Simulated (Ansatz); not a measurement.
BPO$_{4}$ in space group I-4 (No. 82; P on 2a, B on 2c, O on 8g), r²SCAN (plane waves, PAW; program Ansatz). The conduction-band minimum lies at Γ, with 1 equivalent valley. Second derivatives d²E/dk² of the lowest band at one valley (eV·Å²), along Cartesian directions:

```
direction  d²E/dk²
---------  -------
[100]        13.77
[010]        13.77
[001]        13.63
[110]        13.77
[101]        13.70
[011]        13.70
```

**Question.** Find the principal effective masses, the density-of-states mass and the conductivity mass.

**Answer.** Off-diagonal terms follow from H_xy = H[110] − (H_xx + H_yy)/2, and m*/mₑ = 7.620 eV·Å² over each eigenvalue: 0.55, 0.55, 0.56. One valley's DOS mass (m₁m₂m₃)^(1/3) = 0.56, conductivity mass 3/(Σ 1/mᵢ) = 0.56 mₑ.

**Question.** What effective density of states Nc follows at 300 K for parabolic valleys?

**Answer.** Nc = 2.509e19 × 1 × (0.56)^(3/2) ≈ 1.1e19 cm⁻³.

The workflow started from an entry of the Crystallography Open Database (COD), which files this formula under 2 space groups. Whether it is the stable phase at ambient conditions was not checked. Symmetry was held in the r²SCAN relaxation; whether a distortion lowers the energy is not shown.

Potentials: the later of the program's two PAW sets.

Edges and masses are those of Kohn–Sham bands, whose gap is no quasiparticle gap.
